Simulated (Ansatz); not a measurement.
ZrTa in space group Pmma (No. 51; Ta on 2e, Zr on 2f) at seven volumes, the program Ansatz at the PBE level (PAW), shape and atoms relaxed at each. One row is withheld.

| V (Å³/atom) | P (GPa) |
|---|---|
| 18.844 | 13.62 |
| 19.465 | ? |
| 20.087 | 3.91 |
| 20.708 | 0.00 |
| 21.329 | -3.34 |
| 21.950 | -6.18 |
| 22.572 | -8.57 |

Fit the shown pressures and predict the withheld one.

Third-order Birch–Murnaghan: P = (3/2)B₀(x^(7/2) − x^(5/2))[1 + (3/4)(B′ − 4)(x − 1)] with x = (V₀/V)^(2/3). Least squares on the six rows gives V₀ = 20.709 Å³/atom, B₀ = 119.1 GPa, B′ = 4.09. At V = 19.465, x = 1.0422 and P = 8.38 GPa. The run itself gave 8.44 GPa.

The start of the workflow was typed in or built on a structure type; neither database checked (COD, Materials Project) lists it. Whether it is the stable phase at ambient conditions was not checked. The cell was relaxed with PBE under the symmetry of its start; its stability against distortions is not shown here. No spin polarisation was allowed. Spin–orbit coupling is left out wherever it is not named.

Potentials: the earlier of the program's two PAW sets.
